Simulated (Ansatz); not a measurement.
The relaxed structure here is a generated cell of YSi2: the first start was made by placing the elements on the sites of a structure type, and the end was not matched to a known phase here, so it may be hypothetical.

One stationary structure of YSi2. Space group R-3m (No. 166). Computed with r2SCAN (plane waves to 500 eV, PAW, scalar-relativistic; Ansatz, a program for electronic structure).

```cif
data_Si6Y3
_chemical_formula_sum 'Y3 Si6'
_space_group_name_H-M_alt 'R-3m :H'
_space_group_IT_number 166
_space_group_name_Hall '-R 3 2"'
_cell_length_a 3.78090
_cell_length_b 3.78090
_cell_length_c 15.23065
_cell_angle_alpha 90.000
_cell_angle_beta 90.000
_cell_angle_gamma 120.000
loop_
_atom_site_label
_atom_site_type_symbol
_atom_site_symmetry_multiplicity
_atom_site_Wyckoff_symbol
_atom_site_fract_x
_atom_site_fract_y
_atom_site_fract_z
_atom_site_occupancy
Y1 Y 3 b 0.00000 0.00000 0.50000 1
Si1 Si 6 c 0.00000 0.00000 0.30066 1
```
(The calculation used a cell of 3 atoms; values per cell refer to that cell.)

* **Volume per atom**: 20.95 Å³
* **Density**: 3.83 g/cm³
* **Band gap**: no gap (metallic)
* **Shortest distances**: Si–Si 2.40 Å; Si–Y 2.99 Å
* **k-mesh**: 15×15×15

Band energies at high-symmetry points (eV from the Fermi level; labels of this space group; no spin-orbit coupling), from −5 eV up to 2.3 eV:

```tsv
point	energies
Γ	-4.48 -3.25 -1.49 -1.49 2.15 2.15
T	-0.76 -0.76 -0.55 0.84 0.84 1.30
H2	-4.93 -3.27 -2.37 -0.17 2.08
H0	-4.93 -3.27 -2.37 -0.17 2.08
L	-2.98 -2.78 -2.63 -1.05 0.93
S0	-3.15 -2.34 -0.25 1.88
S2	-3.15 -2.34 -0.25 1.88
F	-4.27 -2.47 -2.03 -0.79 1.34
```

No spin polarisation in the result. The relaxed primitive cell holds an odd number of electrons. A magnetic state may lie lower.

It was reached from a disturbed copy of a Immm (No. 71) cell, against which it lies -0.55 eV/atom.
